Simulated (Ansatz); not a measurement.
SnC3 as one 4-atom ordering (P-4m2) on the diamond lattice, relaxed with r2SCAN: 4 runs in Ansatz 0.2.0, each a calculation of independent-particle optics. It is tetragonal, P-4m2 (No. 115); a = 2.979 Å, c = 4.644 Å in the conventional setting, 10.30 Å³ an atom. C has 2 C at 1.71 Å and 2 Sn at 2.11 Å; C has 4 C at 1.71 Å; Sn has 4 C at 2.11 Å and 4 Sn at 2.98 Å. The cell comes from a prototype generator: it can be a known phase or a hypothetical one. Spin polarisation is off.

```yaml
crystal:
  lattice:
    - [2.97889, 0.00000, 0.00000]
    - [0.00000, 2.97889, 0.00000]
    - [0.00000, 0.00000, 4.64352]
  atoms:
    - { symbol: C, position: [0.50000, 0.00000, 0.82036] }
    - { symbol: C, position: [0.50000, 0.50000, 0.00000] }
    - { symbol: C, position: [0.00000, 0.50000, 0.17964] }
    - { symbol: Sn, position: [0.00000, 0.00000, 0.50000] }
```

On meshes this coarse, single peaks can be features of the mesh. No local fields, no excitons; the zone sum runs over the cells of the mesh, and ε∞ includes the bands left out of the spectrum. Up to four peaks are listed, those above 15 % of the tallest and inside the complete range; the four can differ from row to row. Rows marked drawn have settings drawn at random (some not listed).

| functional | k mesh | broadening (eV) | scissors (eV) | range (eV) | settings | direct gap on the mesh before scissors (eV) | ε∞ xx | ε∞ yy | ε∞ zz | complete up to (eV) | tallest peaks of mean ε₂ (eV) |
| --- | --- | --- | --- | --- | --- | --- | --- | --- | --- | --- | --- |
| PBE | 6×6×4 | 0.1 | 0.00 | 0–12 | chosen | 0.62 | 10.93 | 10.93 | 11.82 | 12.0 | 6.20 6.55 6.95 8.05 |
| r2SCAN | 6×6×4 | 0.1 | 0.00 | 0–12 | chosen | 0.76 | 9.99 | 9.99 | 11.02 | 12.0 | 5.85 6.65 7.35 8.55 |
| PBE | 6×6×4 | 0.1 | 0.90 (to HSE06) | 0–12 | chosen | 0.62 | 9.08 | 9.08 | 10.09 | 12.0 | 7.10 7.45 7.85 8.95 |
| PBEsol | 6×6×4 | 0.4 | 0.00 | 0.5–15 | drawn | 0.57 | 11.48 | 11.48 | 12.09 | 15.0 | 6.90 |

The fundamental gap is indirect (0.33 eV with PBE on 6×6×4); the table holds the direct one.

Spin-orbit coupling is left out, which matters wherever the heavy atoms make up the band edges.
